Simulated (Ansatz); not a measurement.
ZnO2 in space group Pa-3 (No. 205; Zn on 4a, O on 8c), plane-wave PAW PBEsol (Ansatz code): ε∞ = 4.24, cell volume 115.43 Å³. Infrared-active transverse modes:

```tsv
ω_TO (cm⁻¹)	oscillator strength S_xx (e²/amu)
127.0	0.007382
189.6	0.02373
260.6	0.8316
333.2	0.1408
412.2	0.03927
```

### Question
Compute the static dielectric constant.

### Answer
Each mode adds (4.921e7/V) S/ω²: 0.19, 0.28, 5.22, 0.54, 0.10. So ε0 = 10.6.

The first step of the workflow began from a Materials Project structure, measured or hypothetical; the Crystallography Open Database copy checked does not list it. Whether it is the stable phase at ambient conditions was not checked. Symmetry was held in the PBEsol relaxation; its stability against distortions is not shown here.

Potentials: the later of the program's two PAW sets.
